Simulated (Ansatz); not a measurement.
## BC3, all-electron reference calculation

System: BC3 placed on the sites of a small cell holding one bonded unit (a generated, not necessarily known, phase), then sheared and rattled.

Level of theory: PBE (full-potential LAPW, scalar relativity, no spin–orbit coupling, point nuclei; Ansatz). Occupations are Fermi–Dirac at 0.15 eV on a coarse k-mesh, 2×2×2 (half-step shift); the results hold for that mesh. For a metal, stress, forces and moments on so few k-points can be far from the converged ones. No spin polarisation. The cell's electron count is odd, so a run with spin could end lower. Atoms are numbered as listed.

```
B C
1.0
     3.73061   -0.05141   -0.04495
    -0.05141    3.72690   -0.12018
    -0.04495   -0.12018    3.78063
B C
1 3
Direct
  0.46513 0.35150 0.37350
  0.13418 0.17979 0.36369
  0.63628 0.31775 0.07300
  0.41982 0.65524 0.57792
```

Forces in eV/Å:
```
B1    1.220 -1.278  2.643
C2   -5.407 -2.768  0.152
C3    5.416 -0.973 -7.129
C4   -1.228  5.019  4.334
```

Stress xx yy zz yz xz xy in GPa, positive in compression: 22.05 12.77 27.85 17.26 -22.21 6.26.

```yaml
All-electron_E_−_TS_for_this_scheme: -3771.577 eV
Pressure: 20.89 GPa
Largest_force: 9.006 eV/Å
```
